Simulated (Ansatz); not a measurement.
Each is relaxed and computed with plane-wave PAW LDA (Ansatz code). Which is the only one with a gap?
(A) SrTiO3, cubic perovskite
(B) TiC, rock salt
(C) Ti3AlC, anti-perovskite
(D) TiSi2, Fddd (Ti on 8b, Si on 16f)

A, SrTiO3, cubic perovskite. SrTiO3: gap 1.86 eV (indirect); TiSi2: metal; TiC: metal; Ti3AlC: metal. Standing as an ambient phase not checked: Ti3AlC, anti-perovskite. Unstable at this level: SrTiO3, cubic perovskite. All cells were relaxed under the symmetry of their starts (and spin orders); stability against distortions was not tested throughout. Named crystals with no word on spin ran without spin polarisation. Spin–orbit coupling is left out wherever it is not named.

Potentials: the earlier of the program's two PAW sets. The files were generated under PBE; for other functionals the program regenerates the frozen cores, and for LDA and PBEsol the local potential too.
